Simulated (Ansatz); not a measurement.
A geometry of Li away from equilibrium: step 2 of the relaxation of a generated cell, Li built in the AFLOW prototype A_tP12_96_ab (as in Si). Level of theory: PBE (plane waves to 420 eV, PAW, scalar-relativistic; Ansatz, an electronic-structure program). Γ-centred k-mesh 5×5×4 on the run's cell (coarser than for final values), Fermi–Dirac smearing 0.05 eV. The plane waves were selected for a different cell earlier on the path.

```yaml
crystal:
  lattice:
    - [5.88144, 0.00000, 0.00000]
    - [0.00000, 5.88144, 0.00000]
    - [0.00000, 0.00000, 7.20539]
  atoms:
    - { symbol: Li, position: [0.10777, 0.10777, 0.00000] }
    - { symbol: Li, position: [0.60777, 0.39223, 0.25000] }
    - { symbol: Li, position: [0.39223, 0.60777, 0.75000] }
    - { symbol: Li, position: [0.89223, 0.89223, 0.50000] }
    - { symbol: Li, position: [0.17171, 0.36418, 0.29781] }
    - { symbol: Li, position: [0.67171, 0.13582, 0.95219] }
    - { symbol: Li, position: [0.32829, 0.86418, 0.45219] }
    - { symbol: Li, position: [0.82829, 0.63582, 0.79781] }
    - { symbol: Li, position: [0.63582, 0.82829, 0.20219] }
    - { symbol: Li, position: [0.13582, 0.67171, 0.04781] }
    - { symbol: Li, position: [0.86418, 0.32829, 0.54781] }
    - { symbol: Li, position: [0.36418, 0.17171, 0.70219] }
```

Task: Give the Cartesian forces on all atoms (eV/Å).

Result: 
```tsv
atom	Fx	Fy	Fz
Li1	0.15	0.15	0.00
Li2	0.15	-0.15	0.00
Li3	-0.15	0.15	0.00
Li4	-0.15	-0.15	0.00
Li5	-0.01	-0.12	0.30
Li6	-0.01	0.12	-0.30
Li7	0.01	-0.12	-0.30
Li8	0.01	0.12	0.30
Li9	0.12	0.01	-0.30
Li10	0.12	-0.01	0.30
Li11	-0.12	0.01	0.30
Li12	-0.12	-0.01	-0.30
```

The path ends in P4₃2₁2 (No. 96) at a tolerance of 0.01 Å, P4₁2₁2 (No. 92) at 0.1 Å. No spin polarisation in the result.

The run could not lose the symmetry of its start, so the end can be a saddle point.

The end of the path is a generated cell of Li: the first start was made by placing the elements on the sites of a structure type, and the end was not matched to a known phase here, so it may be hypothetical. Known forms of Li include space group No. 229.
